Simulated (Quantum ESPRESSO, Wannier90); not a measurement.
**AlGaAs2 (R3m), plane waves to Wannier functions**

```
begin unit_cell_cart
ang
   -2.0056599951    3.4739050142    0.0000000000
   -4.0113199902    0.0000000000    0.0000000000
   -2.0056599951    1.1579683381    6.5458770000
end unit_cell_cart
begin atoms_frac
Al   0.0002400000  0.0002400000 -0.0007200000
Ga   0.4998630000  0.4998630000 -0.4995890000
As  -0.1248430000 -0.1248430000  0.3745290000
As   0.3747230000  0.3747230000 -0.1241690000
end atoms_frac
```

Cell from Materials Project (mp-1228891), symmetrised, no further relaxation. Not found in the COD (Crystallography Open Database) copy used; not checked further. Level: PBEsol, spinors with spin-orbit coupling; pw.x of Quantum ESPRESSO at 68 Ry with PseudoDojo potentials, 4×4×4 k-points, Wannier90. Density: 10×10×10 mesh, Gaussian smearing 0.01 Ry.

Bands 35-46 form an isolated set from -6.59 to 0.00 eV relative to the valence-band maximum (on the path) and are turned into 12 Wannier functions by minimising the spread from the start: atomic waves As 4p.

### Question
Where do the functions sit, how wide are they and what are they made of?

### Answer
```csv
functions,spread (Å²),"nearest atom, distance (Å)","second atom, distance (Å)",weight on atomic waves
2,3.19,As 0.23,Ga 2.39,"As 4p 59 %, Ga 4p 23 %, Ga 4s 13 %"
2,3.24,As 0.35,Al 2.10,"As 4p 61 %, Al 3p 14 %, Al 3s 9 %"
2,3.12,As 0.22,Ga 2.39,"As 4p 60 %, Ga 4p 22 %, Ga 4s 13 %"
2,2.80,As 0.18,Al 2.40,"As 4p 64 %, Al 3p 21 %, Al 3s 11 %"
2,3.42,As 0.44,Ga 2.02,"As 4p 60 %, Ga 4p 16 %, Ga 4s 10 %"
2,2.74,As 0.18,Al 2.40,"As 4p 64 %, Al 3p 20 %, Al 3s 11 %"
```

Ω_I = 34.51 Å², Ω_total = 37.01 Å²; the interpolated bands follow pw.x to 70 meV rms on the path. Only this start was tried; a symmetric start can stop on a saddle, and mixtures of these functions could lower the total by at most Ω_total − Ω_I.
